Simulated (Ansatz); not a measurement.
Structure relaxation, MgF$_{2}$

The start is a randomly generated symmetric cell of MgF2 (space group No. 191). The cell and all atomic positions are relaxed at zero pressure with PBE (plane waves to 420 eV, PAW, scalar-relativistic; Ansatz, an electronic-structure program). First-step values are on the input's coarse k-mesh.

Ansatz input (later rounds restart from its end on a renewed k-mesh):
Ansatz 0.2 input:
```yaml
crystal:
  lattice:
    - [6.7385981, 0, 0]
    - [-3.369299, 5.8357971, 0]
    - [0, 0, 3.0694496]
  atoms:
    - { symbol: F, position: [0.23330107, 0, 0] }
    - { symbol: F, position: [0, 0.23330107, 0] }
    - { symbol: F, position: [0.76669893, 0.76669893, 0] }
    - { symbol: F, position: [0.76669893, 0, 0] }
    - { symbol: F, position: [0, 0.76669893, 0] }
    - { symbol: F, position: [0.23330107, 0.23330107, 0] }
    - { symbol: Mg, position: [0, 0, 0.5] }
    - { symbol: Mg, position: [0.33333333, 0.66666667, 0] }
    - { symbol: Mg, position: [0.66666667, 0.33333333, 0] }
basis: { ecutwfc: 420, ecutrho_ratio: 4, xc_grid: 2, fft_grid_basis: typed }
kpoints: { mp_grid: { grid: [4, 4, 8] } }
hamiltonian:
  xc: pbe
  dispersion: none
  pseudopotentials: { kind: paw }
scf: { occupations: { method: fermi_dirac, width: 0.05 } }
relax: { f_tol: 0.01, max_steps: 100, cell: { stress_tol: 0.02 } }
output: { forces: true, stress: true }
```

### Question
How large is the pressure on the unrelaxed cell, and of which sign?

### Answer
+48.1 GPa (positive: the cell is compressed).

### Question
Which atoms feel the largest initial force, and how large is it?

### Answer
12.84 eV/Å, on F1, F2, F3, F4, F5, F6 (atoms numbered as listed).

### Question
How do the shortest distances between atoms change?

### Answer
The closest pairs of elements (up to four, under 3.6 Å), start → end: F–F 1.57 → 2.17 Å; F–Mg 2.20 → 2.17 Å; Mg–Mg 3.07 → 3.12 Å.

### Question
Is the relaxed structure metallic? Give its gap.

### Answer
1.20 eV, indirect (valence top at A, conduction bottom at Γ) (no spin-orbit coupling).

The space group stays P6/mmm (No. 191) (the run could not lower it), with 9 atoms in the primitive cell. Final values are on a 6×6×11 k-mesh of the relaxed cell. No spin polarisation in the result.

The run could not lower the symmetry of its start; a shaken copy of this end point relaxes with PBE to P-31m (No. 162), 1.155 eV/atom lower.

The relaxed structure here is a generated cell of MgF2: the first start was made by a random draw of sites in a space group, and the end was not matched to a known phase here, so it may be hypothetical. Known forms of MgF2 include space group No. 136.
